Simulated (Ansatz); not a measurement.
Relaxed Mo (bcc, W type):

```
Mo
1.0
   -3.15061     3.15061     3.15061
    1.57530    -1.57530     1.57530
    1.57530     1.57530    -1.57530
Mo
2
Cartesian
  0.00000   0.00000   0.00000
 -1.57530   1.57530   1.57530
```

In each cell atom 2 (Mo, nearest neighbour Mo at 2.729 Å; its periodic images, 2.7 Å or more away, move with it) moves by s·(0.000, 0.000, 1.000) (along Cartesian z), the rest being held.

Method: r2SCAN (plane waves to 500 eV, PAW, scalar-relativistic; Ansatz, a first-principles code). k mesh 17×17×17 (Γ-centred), Fermi-Dirac smearing 0.05 eV. The energy includes the smearing's −TS. With partly filled bands, energies and forces of such displacements shift with the k mesh and the smearing. F∥ is the force on the atom along that direction. On this mesh the relaxed cell isn't quite at rest: it carries a pressure of 0.1 GPa (compression positive) at the zero of the scan. Mo is run without spin polarisation. Mo was relaxed with its symmetry unable to fall. The zero of ΔE is the undisplaced structure.

Q: Predict the ΔE (meV/cell) and F∥ (eV/Å) at s (Å) = -0.820, -0.656, -0.492, -0.328, -0.164, 0.164, 0.328, 0.820.

A: 
```tsv
s (Å)	ΔE (meV/cell)	F∥ (eV/Å)
-0.820	2552	4.249
-0.656	1941	3.786
-0.492	1201	4.641
-0.328	541	3.280
-0.164	136	1.658
0.164	136	-1.658
0.328	541	-3.280
0.820	2552	-4.249
```

(A displaced cell: forces are minus the slopes of the energy, force constants its curvatures, and phonons follow from these.)
